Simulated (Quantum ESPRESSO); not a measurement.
# Kohn-Sham bands of BaTiO$_{3}$ (cubic perovskite)

```
CELL_PARAMETERS angstrom
      4.00768     0.00000     0.00000
      0.00000     4.00768     0.00000
      0.00000     0.00000     4.00768
ATOMIC_POSITIONS crystal
  Ba 0.50000 0.50000 0.50000
  Ti 0.00000 0.00000 0.00000
  O  0.50000 0.00000 0.00000
  O  0.00000 0.50000 0.00000
  O  0.00000 0.00000 0.50000
```

Materials Project entry mp-2998; symmetrised, unrelaxed at this level. COD (Crystallography Open Database) records the formula in this space group. Ideal cubic forms of this type are often high-temperature phases that distort on cooling; symmetry holds the cell here, and its stability was not tested. Computed values, not measurements, from PBEsol: Quantum ESPRESSO (norm-conserving PseudoDojo potentials, cutoff 68 Ry, no spin polarisation, no spin-orbit coupling) on a Γ-centred 8×8×8 mesh, then Wannier90. Density: 8×8×8 mesh, cold smearing 0.01 Ry. Spin-orbit coupling is left out although heavy elements are present.

Problem. List the Kohn-Sham levels between −8 and 4.8 eV relative to the valence-band maximum at the high-symmetry points, as a band run of pw.x on that density gives them (levels within 2 meV counted together).

Solution. 
| point | k (reciprocal lattice) | levels (eV) |
|---|---|---|
| Γ | 0.000 0.000 0.000 | -2.29 (×3), -1.12 (×3), -0.11 (×3), 1.78 (×3), 4.02 (×2) |
| X | 0.000 0.500 0.000 | -3.99, -2.76 (×2), -1.93, -1.89, -1.83 (×2), -0.69 (×2), 1.91, 3.54 (×2), 4.03 |
| M | 0.500 0.500 0.000 | -4.31, -4.03, -3.83, -2.67 (×2), -1.73, -0.84 (×2), -0.05, 3.56 (×2), 3.98 |
| R | 0.500 0.500 0.500 | -4.51, -3.82 (×2), -2.35 (×3), 0.00 (×3), 4.23 (×3) |
